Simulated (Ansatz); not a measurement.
Computed energy against volume: AgCl (rock salt)

AgCl (rock salt)

Space group Fm-3m (No. 225); a = b = c = 5.4475 Å, α = β = γ = 90.00°

```json
[
 {"atom": "Cl", "site": "4a", "symmetry": "m-3m", "x": "0.0000", "y": "0.0000", "z": "0.0000"},
 {"atom": "Ag", "site": "4b", "symmetry": "m-3m", "x": "0.5000", "y": "0.5000", "z": "0.5000"}
]
```
(The calculation used a cell of 2 atoms; values per cell refer to that cell.)

The volume is varied about the relaxed value V₀ at fixed cell shape. Symmetry pins the atoms to their sites.

Computed with PBEsol (plane waves to 420 eV, PAW, scalar-relativistic; Ansatz, an electronic-structure program). k mesh 10×10×10 (Γ-centred), Fermi-Dirac smearing 0.05 eV. Energies are smeared free energies. Stress and pressure are positive under compression. AgCl was relaxed with its symmetry unable to fall. ΔE is measured from the relaxed starting cell.

```
V (Å³/atom)  ΔE (kJ/mol of atoms)  P (GPa)
-----------  --------------------  -------
16.973                      12.69     15.6
17.620                       7.51     11.1
18.267                       3.92      7.5
18.913                       1.62      4.5
19.560                       0.38      2.0
20.206                       0.00      0.0
20.853                       0.33     -1.6
21.500                       1.24     -3.0
22.146                       2.61     -4.1
22.793                       4.37     -4.9
23.439                       6.44     -5.7
```

Key numbers:

```yaml
pressure_at_the_smallest_volume: 15.6 GPa
energy_cost_of_the_largest_compression: 131.5 meV/atom
energy_cost_of_the_largest_expansion: 66.8 meV/atom
Bulk modulus B₀ (third-order Birch-Murnaghan fit): 56.5 GPa
Pressure derivative B₀′ (fit): 5.3
equilibrium_volume_of_the_fit: 20.21 Å³/atom
Pressure for 5 % compression (fit): 3.3 GPa
```

(A scan under strain: stresses follow from slopes of the energy per volume, elastic moduli from its curvatures.)
